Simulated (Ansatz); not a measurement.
Relaxed ZnCu (CsCl type):

```
ZnCu
1.0
    5.92765     0.00000     0.00000
    0.00000     2.96382     0.00000
    0.00000     0.00000     2.96382
Zn Cu
2 2
Direct
  0.00000   0.00000   0.00000
  0.50000   0.00000   0.00000
  0.25000   0.50000   0.50000
  0.75000   0.50000   0.50000
```

Scan: atom 3 (Cu, nearest neighbour Zn at 2.567 Å; its periodic images, 3.0 Å or more away, move with it) is displaced along Cartesian x, direction (1.000, 0.000, 0.000) in Cartesian axes, by s. The other atoms stay.

Method: PBE (plane waves to 420 eV, PAW, scalar-relativistic; Ansatz, a first-principles code). k mesh 7×13×13 (Γ-centred), Fermi-Dirac smearing 0.05 eV. Energies are smeared free energies. Compression counts positive. With partly filled bands, energies and forces of such displacements shift with the k mesh and the smearing. F∥ is the force on the atom along that direction. ZnCu is run without spin polarisation. ZnCu was relaxed with its symmetry unable to fall. ΔE is measured from the undisplaced structure.

| s (Å) | P (GPa) | ΔE (meV/cell) | F∥ (eV/Å) |
|---|---|---|---|
| -0.770 | 19.1 | 1641 | 5.007 |
| -0.616 | 12.0 | 990 | 3.532 |
| -0.462 | 6.7 | 534 | (withheld) |
| -0.308 | 3.0 | 230 | (withheld) |
| -0.154 | 0.7 | 57 | 0.740 |
| 0.000 | 0.0 | 0 | 0.000 |
| 0.154 | 0.7 | 57 | -0.740 |
| 0.308 | 3.0 | 230 | (withheld) |
| 0.462 | 6.7 | 534 | (withheld) |
| 0.616 | 12.0 | 990 | -3.532 |
| 0.770 | 19.1 | 1641 | -5.007 |

Task: Complete the blanks.

Result: 
- -0.462, F∥ (eV/Å): 2.433
- -0.308, F∥ (eV/Å): 1.531
- 0.308, F∥ (eV/Å): -1.531
- 0.462, F∥ (eV/Å): -2.433

(For displaced atoms, the force is minus the slope of the energy, and its curvature is a force constant, which sets phonon frequencies.)
